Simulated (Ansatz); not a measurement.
**Trial structures of Sr2Li3Mo: starts and ends**

All numbers below come from DFT PBE, scalar-relativistic, plane waves, PAW (Ansatz). Settings: cutoff 420 eV, Γ-centred meshes spaced at most about 0.3 Å⁻¹, and about 0.25 Å⁻¹ or finer for metals (2π included), Gaussian smearing. Collinear spin in cells that started with moments and kept them past the coarse steps, no spin elsewhere.

Each guess was relaxed in cell and atoms at zero pressure, within the symmetry of its start. All energies are static (0 K, no zero-point motion). Coordination counts all near atoms (those within 1.25 times the shortest distance at each site; a plus sign parts nearer from farther groups; a slash parts the counts of unlike sites).

```tsv
guess	made from	start group	V start (Å³/atom)	end group	V end (Å³/atom)	coordination at the end	gap on mesh (eV)	largest moment (μB)	E over the lowest end (meV/atom)
1	Er2GeRh3 type	R-3m	17.9	R-3m	27.4	Sr 16, Li 6+6, Mo 6+6	0	2.7	0
2	random cell	P-3m1	21.8	P-3m1	29.4	Sr 12, Li 1+6/2+6, Mo 12	0	1.1	189
3	random cell	P6/mmm	22.8	P6/mmm	58.2	Sr 6, Li 1+1/2, Mo 2	0	2.3	665
4	Li3SmSb2 type	P-3m1	20.3	P-3m1	28.3	Sr 8+6, Li 11/8+6, Mo 8+6	0	2.8	90
5	HoCo3Cu2 type	P6/mmm	19.3	?	?	?	?	?	?
```

Guess 5 as it starts:

Space group P6/mmm (No. 191). a = 5.432 Å, b = 5.432 Å, c = 4.526 Å, α = 90.00°, β = 90.00°, γ = 120.00°
```csv
atom,site,symmetry,x,y,z
Li,3g,mmm,0.5000,0.0000,0.5000
Sr,2c,-6m2,0.3333,0.6667,0.0000
Mo,1a,6/mmm,0.0000,0.0000,0.0000
```

Question: Fill in the missing row: what does this guess relax into, and where does it rank?

Answer: It ends in space group P6/mmm (No. 191), with a = 6.142 Å, c = 6.096 Å, 33.2 Å³/atom and no gap, with moments up to 3.5 μB. It lies 0.38 eV/atom over the lowest end, above guess 2 and below guess 3. Counting all near atoms, this end has Sr 12, Li 4+4, Mo 6+12 and the lowest (guess 1) has Sr 16, Li 6+6, Mo 6+6.

```
CELL_PARAMETERS angstrom
6.14194 0.00000 0.00000
-3.07097 5.31908 0.00000
0.00000 0.00000 6.09641
ATOMIC_POSITIONS crystal
Li 0.50000 0.00000 0.50000
Li 0.00000 0.50000 0.50000
Li 0.50000 0.50000 0.50000
Sr 0.33333 0.66667 0.00000
Sr 0.66667 0.33333 0.00000
Mo 0.00000 0.00000 0.00000
```

Formation energies are uncorrected and refer to the elements' standard structures at the same level.

Question: Is the lowest end bound against the elements?

Answer: No: its formation energy is +0.47 eV/atom. A positive value: parting into the elements would lower its energy.

Another magnetic order may lie lower. Cells relaxed within their symmetry can be saddle points. A lower structure may well exist outside this small set. Some structure types and database cells were kept out of the candidates from the start, so a known form may be missing.
